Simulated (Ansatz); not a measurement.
Ga3As: start and end of a relaxation

The cell of Ga3As is invented: random cell by space group and Wyckoff sites (P-6m2, No. 187). The dimensions are guesses.

start.cif

```cif
data_structure
_symmetry_space_group_name_H-M 'P-6m2'
_symmetry_Int_Tables_number 187
_cell_length_a 3.6984
_cell_length_b 3.6984
_cell_length_c 7.9457
_cell_angle_alpha 90.000
_cell_angle_beta 90.000
_cell_angle_gamma 120.000
_cell_volume 94.12
loop_
_atom_site_label
_atom_site_type_symbol
_atom_site_symmetry_multiplicity
_atom_site_Wyckoff_symbol
_atom_site_fract_x
_atom_site_fract_y
_atom_site_fract_z
_atom_site_occupancy
Ga1 Ga 2 h 0.33333 0.66667 0.12284 1
Ga2 Ga 1 d 0.33333 0.66667 0.50000 1
As1 As 1 b 0.00000 0.00000 0.50000 1
```

These are results of DFT PBE, scalar-relativistic, plane waves, PAW (Ansatz 0.2.0), not measurements. Cutoff 420 eV, Gaussian smearing, Γ-centred meshes. Cell and atoms relax first on a coarse mesh and then on a finer one. In between, the cell is made exact in the group found at 0.06 Å. In metals the finer mesh still leaves noise of several meV/atom or more. The steps can't lower the symmetry of their start. No spin polarisation.

end.cif

```cif
data_structure
_symmetry_space_group_name_H-M 'P-6m2'
_symmetry_Int_Tables_number 187
_cell_length_a 4.1379
_cell_length_b 4.1379
_cell_length_c 8.0516
_cell_angle_alpha 90.000
_cell_angle_beta 90.000
_cell_angle_gamma 120.000
_cell_volume 119.39
loop_
_atom_site_label
_atom_site_type_symbol
_atom_site_symmetry_multiplicity
_atom_site_Wyckoff_symbol
_atom_site_fract_x
_atom_site_fract_y
_atom_site_fract_z
_atom_site_occupancy
Ga1 Ga 2 h 0.33333 0.66667 0.16279 1
Ga2 Ga 1 d 0.33333 0.66667 0.50000 1
As1 As 1 b 0.00000 0.00000 0.50000 1
```

The symmetry stays P-6m2 (No. 187). The volume per atom grows by 26.8 %, from 23.5 to 29.8 Å³. The shortest distance goes from 1.95 Å (Ga–Ga) to 2.39 Å (Ga–As). The energy falls by about 0.66 eV/atom (the start's value is from the coarse mesh).

For Ga3As, the volume per atom is 29.85 Å³, the density is 3.95 g/cm³ and the formation energy is +0.40 eV/atom. The gap on the 12×12×6 mesh of the 4-atom cell is 0 eV (a metal).

Formation energies are uncorrected and refer to the elements' standard structures at the same level. It can't be a ground state, since the elements alone are lower.

The last run used Gaussian smearing of 0.10 eV. The reference form of As is held partly by dispersion forces, which this level lacks. A structure relaxed within its symmetry needn't be a true minimum. In all, the 3 runs took 4.5 min on 1 thread of Intel(R) Xeon(R) Platinum 8259CL CPU @ 2.50GHz (Skylake/Cascade Lake), on a shared host. Another cell of Ga3As relaxed alike, in R-3m, lies 0.41 eV/atom lower, so this cell isn't the stable form at this level.
